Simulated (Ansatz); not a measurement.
TiAl$_{3}$ in space group I4/mmm (No. 139; Al on 2b, Al on 4d, Ti on 2a) at seven volumes, the program Ansatz at the r²SCAN level (PAW), shape and atoms relaxed at each. One row is withheld.

```
V (Å³/atom)  P (GPa)
-----------  -------
14.240         13.11
14.709             ?
15.179          3.73
15.648          0.00
16.118         -3.21
16.587         -5.97
17.057         -8.34
```

**Question.** Fit the shown pressures and predict the withheld one.

**Answer.** P = (3/2)B₀(x^(7/2) − x^(5/2))[1 + (3/4)(B′ − 4)(x − 1)] with x = (V₀/V)^(2/3). Least squares on the six rows gives V₀ = 15.648 Å³/atom, B₀ = 115 GPa, B′ = 4.01. At V = 14.709, x = 1.0421 and P = 8.06 GPa. The run itself gave 8.06 GPa.

The r²SCAN relaxation kept the symmetry of its start. No spin polarisation was allowed.

Potentials: the later of the program's two PAW sets.
